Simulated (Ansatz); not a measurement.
A geometry of Au away from equilibrium: step 3 of the relaxation of a relaxed Au cell displaced along its unstable phonon at q = (½, ½, 0) of its primitive reciprocal cell (42i cm⁻¹), largest move 0.15 Å. All values below come from r2SCAN (plane waves to 500 eV, PAW, scalar-relativistic; Ansatz, a quantum-chemistry and plane-wave program). Γ-centred k-mesh 12×12×12 on the run's cell (coarser than for final values), Fermi–Dirac smearing 0.05 eV. The plane waves were selected for a different cell earlier on the path.

```
CELL_PARAMETERS angstrom
      5.25643     0.00000     0.00000
      2.62822     2.62822     0.00000
      0.00000     0.00000     2.72605
ATOMIC_POSITIONS crystal
  Au 0.00000 0.00000 0.16135
  Au 0.50000 0.00000 0.83865
```

Q: What forces act on the atoms (eV/Å)?

A: 
```csv
atom,Fx,Fy,Fz
Au1,0.00,0.00,0.32
Au2,0.00,0.00,-0.32
```

The path ends in I4/mmm (No. 139) (AFLOW prototype A_tI2_139_a (A_a)). No spin polarisation in the result.

The run could not lose the symmetry of its start: the end is stationary, and may be a saddle point rather than a minimum.

The end of the path is a generated cell of Au: the first start was made by placing the elements on the sites of a structure type, and the end was not matched to a known phase here, so it may be hypothetical. Known forms of Au include space group No. 225.
